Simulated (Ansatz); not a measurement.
TaGe2:
```yaml
crystal:
  lattice:
    - [4.67817, 0.00000, 0.00000]
    - [-2.33909, 4.05142, 0.00000]
    - [0.00000, 0.00000, 2.72541]
  atoms:
    - { symbol: Ta, position: [0.00000, 0.00000, 0.00000] }
    - { symbol: Ge, position: [0.33333, 0.66667, 0.50000] }
    - { symbol: Ge, position: [0.66667, 0.33333, 0.50000] }
```

Relaxed with PBE. Special points in fractions of this cell's reciprocal vectors: Γ (0.000, 0.000, 0.000); M (0.500, 0.000, 0.000); K (0.333, 0.333, 0.000); A (0.000, 0.000, 0.500); L (0.500, 0.000, 0.500); H (0.333, 0.333, 0.500).

List the band energies nearest the Fermi level at these points for DFT-PBE in the program Ansatz with PAW potentials.

In eV from the Fermi level; about four levels below and three above (degenerate sets whole), none deeper than 8.9 eV; … stands for higher levels left out; points with the same levels are listed once.

```json
[
 {"k": "Γ", "below": "-5.29 -5.29 -3.52 -0.80 -0.80", "above": "3.32 3.32 3.56"},
 {"k": "M", "below": "-5.42 -5.00 -2.12 -1.37", "above": "1.96 2.68 2.76"},
 {"k": "K", "below": "-7.50 -2.75 -1.80 -1.80", "above": "2.92 2.92 3.00"},
 {"k": "A", "below": "-0.99 -0.99 -0.38 -0.38", "above": "5.24 6.66 …"},
 {"k": "L", "below": "-6.38 -4.85 -4.57 -4.47", "above": "0.13 0.13 0.52"},
 {"k": "H", "below": "-3.03 -0.85 -0.64 -0.64", "above": "1.56 1.56 5.37 5.37"}
]
```

Space group P6/mmm. The cell is a constructed one: a structure type filled with these elements; neither database checked (COD, Materials Project) lists it. COD files the formula under space group No. 180, so this cell is another polymorph or a model. Its standing as an ambient phase is unchecked. Symmetry was held in the PBE relaxation; its stability against distortions is not shown here. No spin polarisation was allowed. Spin–orbit coupling is left out wherever it is not named.

Potentials: the earlier of the program's two PAW sets.
